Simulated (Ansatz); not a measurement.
Consider the following.

La2O3:
```
La2O3
1.0
    3.88272     0.00000     0.00000
   -1.94136     3.36253     0.00000
    0.00000     0.00000     5.95069
La O
2 3
Direct
  0.33333   0.66667   0.24398
  0.66667   0.33333   0.75602
  0.00000   0.00000   0.00000
  0.33333   0.66667   0.64659
  0.66667   0.33333   0.35341
```

This is the LDA-relaxed structure. Tensor components refer to the Cartesian frame of this cell.

All from LDA (plane waves, PAW; program Ansatz), unless another level is named. Predict the highest zone-centre frequency (without LO–TO term).

447 cm⁻¹.

What about the vibrational entropy at 300 K?

25.5 J/(K·mol of atoms).

Predict the Debye temperature from the elastic constants.

354 K.

Next, the elastic constants (relaxed ions, GPa)?

C11 = 233, C12 = 141, C13 = 94.3, C14 = 27.8, C33 = 138, C44 = 70.0.

Predict the zero-point energy.

48.7 meV/atom.

Space group P-3m1 (La2O3 or Ni2Al3 type). The LDA relaxation kept the symmetry of its start; phonons on a q-mesh show no instability. Scalar-relativistic: spin–orbit coupling is off unless named, which matters more the heavier the elements.

Potentials: the later of the program's two PAW sets.
